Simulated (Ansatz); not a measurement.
CoPtW:
```yaml
crystal:
  lattice:
    - [2.71488, 0.00000, 0.00000]
    - [-1.35744, 2.35116, 0.00000]
    - [0.00000, 0.00000, 6.47094]
  atoms:
    - { symbol: Co, position: [0.00000, 0.00000, 0.99327] }
    - { symbol: Pt, position: [0.33333, 0.66667, 0.32554] }
    - { symbol: W, position: [0.66667, 0.33333, 0.68118] }
```
The run is spin-polarised; directions of the spins, atom by atom: ↑ 0 0.

Relaxed with PBEsol (plane waves, PAW; program Ansatz). Indices refer to the conventional cell of P3m1, a = b = 2.715 Å, c = 6.471 Å, α = β = 90.00°, γ = 120.00°.

Question: Simulate the powder diffraction pattern (Mo Kα, λ = 0.71073 Å; lines above 1 %) up to 2θ = 45°.

Answer: Simulated powder pattern, Mo Kα, λ = 0.71073 Å (kinematic, ideal powder, no thermal factors, no anomalous dispersion; the 30 strongest lines at most, above 1 %, up to 2θ = 45°):

```
2θ (°)  d (Å)  I/Imax (%)                    hkl
------  -----  ----------  ---------------------
6.30    6.471          19                 (0001)
12.61   3.235          12                 (0002)
17.39   2.351         8.9             (1 0 -1 0)
18.51   2.210         100  (0 1 -1 1)+(1 0 -1 1)
18.97   2.157          27                 (0003)
21.54   1.902          61  (1 0 -1 2)+(0 1 -1 2)
25.84   1.589         8.0  (0 1 -1 3)+(1 0 -1 3)
30.35   1.357          22             (1 1 -2 0)
30.93   1.333          25  (0 1 -1 4)+(1 0 -1 4)
31.03   1.329         2.7             (1 1 -2 1)
31.87   1.294         1.9                 (0005)
32.99   1.252         5.8             (1 1 -2 2)
35.19   1.176         1.4             (2 0 -2 0)
35.79   1.157          15  (2 0 -2 1)+(0 2 -2 1)
36.04   1.149          25             (1 1 -2 3)
36.53   1.134          11  (1 0 -1 5)+(0 1 -1 5)
37.52   1.105          11  (0 2 -2 2)+(2 0 -2 2)
38.48   1.078         2.9                 (0006)
40.27   1.032         2.2  (2 0 -2 3)+(0 2 -2 3)
42.51   0.980         2.7  (0 1 -1 6)+(1 0 -1 6)
43.88   0.951         7.9  (2 0 -2 4)+(0 2 -2 4)
44.59   0.937         4.0             (1 1 -2 5)
```

The start of the workflow was typed in or built on a structure type; neither database checked (COD, Materials Project) lists it. Its standing as an ambient phase is unchecked. Symmetry was held in the PBEsol relaxation; its stability against distortions is not shown here. Spin order of the final state: ferromagnetic, chosen from 4 collinear starts compared on coarse meshes (ties went to the first, and starts can fall back to one state), not a proven ground state. Point labels and valley counts follow the cell and symmetry of the run, lower than the named group. Axis ratios of metals converge slowly with the k-mesh, so a and c are less sure than the volume. Spin–orbit coupling is left out wherever it is not named.

Potentials: the later of the program's two PAW sets.
